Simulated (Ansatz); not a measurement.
# Is this HPbNO4 structure a true minimum?

The cell was found from a proposed guess, not taken from experiment.

Method: DFT PBE, scalar-relativistic, plane waves, PAW (Ansatz). Settings: cutoff 420 eV, Γ-centred mesh 4×6×4 on the computed 14-atom cell, Gaussian smearing of 0.02 eV; no spin polarisation.

The cell below (14 atoms, space group P2_1/m (No. 11)) is relaxed within its symmetry.

```yaml
crystal:
  lattice:
    - [6.85876, 0.00000, -0.01491]
    - [0.00000, 4.22865, 0.00000]
    - [-3.37519, 0.00000, 7.28194]
  atoms:
    - { symbol: H, position: [0.22549, 0.75000, 0.50730] }
    - { symbol: H, position: [0.77451, 0.25000, 0.49270] }
    - { symbol: Pb, position: [0.30229, 0.25000, 0.28494] }
    - { symbol: Pb, position: [0.69771, 0.75000, 0.71506] }
    - { symbol: N, position: [0.21484, 0.75000, 0.83567] }
    - { symbol: N, position: [0.78516, 0.25000, 0.16433] }
    - { symbol: O, position: [0.33078, 0.75000, 0.45339] }
    - { symbol: O, position: [0.40909, 0.75000, 0.86901] }
    - { symbol: O, position: [0.15508, 0.75000, 0.96537] }
    - { symbol: O, position: [0.07083, 0.75000, 0.66955] }
    - { symbol: O, position: [0.66922, 0.25000, 0.54661] }
    - { symbol: O, position: [0.59091, 0.25000, 0.13099] }
    - { symbol: O, position: [0.84492, 0.25000, 0.03463] }
    - { symbol: O, position: [0.92917, 0.25000, 0.33045] }
```

For the test it was strained at random (σ = 1.5 % a component), the atoms were moved at random (σ = 0.15 Å), and all was relaxed again on a coarse 4×2×2 mesh (in the run’s order of axes) with 0.10 eV smearing, with no symmetry imposed.

No dispersion correction is applied, so the spacing and binding between layers, chains or molecules are poorly described. Spin–orbit coupling, which can matter for Pb, is left out.

Q: Is the structure stable against such a distortion?

A: It doesn't return. The energy falls by 5 meV/atom on that mesh, the volume changes by -2.5 %, and the end has space group P2_1 (No. 4) at a loose tolerance. Relaxed again on a 6×4×4 mesh with 0.02 eV smearing, the new structure lies 11 meV/atom below the first (mesh in the axes of the run's cell; the cell below is made exact in the group named). Space group P2_1 (No. 4), monoclinic, a = 6.427 Å, b = 4.120 Å, c = 8.343 Å, β = 112.2°. Around H lies 1 O at 0.99 Å; Pb is surrounded by 3 O at 2.40–2.50 Å, 2 O at 2.69–2.79 Å, 2 H at 2.84–2.94 Å and 1 O at 2.95 Å; N has 3 O at 1.25–1.29 Å; around O on its first site lie 1 H at 0.99 Å and 3 Pb at 2.40–2.50 Å; 3 more sites not described.

```
H Pb N O
1.0
     6.42745    0.00000    0.00000
     0.00000    4.12042    0.00000
    -3.15584    0.00000    7.72296
H Pb N O
2 2 2 8
Cartesian
  -1.7907 0.3970 7.6345
  5.0623 2.4572 0.0885
  2.6619 2.4947 1.6009
  0.6097 0.4345 6.1221
  3.5990 1.5077 5.4628
  -0.3274 3.5679 2.2602
  2.2556 0.3779 0.3377
  -1.6420 1.9040 5.3675
  2.7078 1.9167 4.6805
  3.2761 0.6709 6.3850
  1.0161 2.4381 7.3853
  4.9136 3.9642 2.3554
  0.5638 3.9769 3.0424
  -0.0045 2.7311 1.3379
```
